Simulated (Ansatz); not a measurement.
A geometry of TiC away from equilibrium: the start of the relaxation of a relaxed TiC cell displaced along its unstable phonon at q = (½, ½, 0) of its primitive reciprocal cell (164i cm⁻¹), largest move 0.15 Å. The numbers are results of r2SCAN (plane waves to 500 eV, PAW, scalar-relativistic; Ansatz, a first-principles code), not measurements. Γ-centred k-mesh 8×8×12 on the run's cell (coarser than for final values), Fermi–Dirac smearing 0.05 eV.

```xyz
8
Lattice="8.0152 0.0000 0.0000 4.0076 4.0076 0.0000 0.0000 0.0000 2.6853" Properties=species:S:1:pos:R:3 pbc="T T T"
Ti     0.0000     0.0000    -0.0311
Ti     4.0076     0.0000     0.0311
Ti    10.0190     2.0038    -0.1500
Ti     6.0114     2.0038     0.1500
C      7.9298     2.0215     1.9618
C      4.0930     1.9861     1.9618
C      1.9861     0.0854     0.7235
C      6.0291    -0.0854     0.7235
```

Problem. Which atoms carry the largest force, and which way does it point?

Solution. 0.66 eV/Å, on Ti3, Ti4 (atoms numbered as listed); on Ti3 its components are (0.00, 0.00, -0.66).

Problem. What is the pressure?

Solution. -0.2 GPa, compression positive.

Problem. How much energy per atom can still be gained by relaxing?

Solution. 0.48 eV/atom; the path ends in P6₃/mmc (No. 194) (NiAs type).

No spin polarisation in the result.

The run could not lose the symmetry of its start: the end is stationary, and may be a saddle point rather than a minimum.

The end of the path is a generated cell of TiC: the first start was made by placing the elements on the sites of a structure type, and the end was not matched to a known phase here, so it may be hypothetical. Known forms of TiC include space group No. 225.
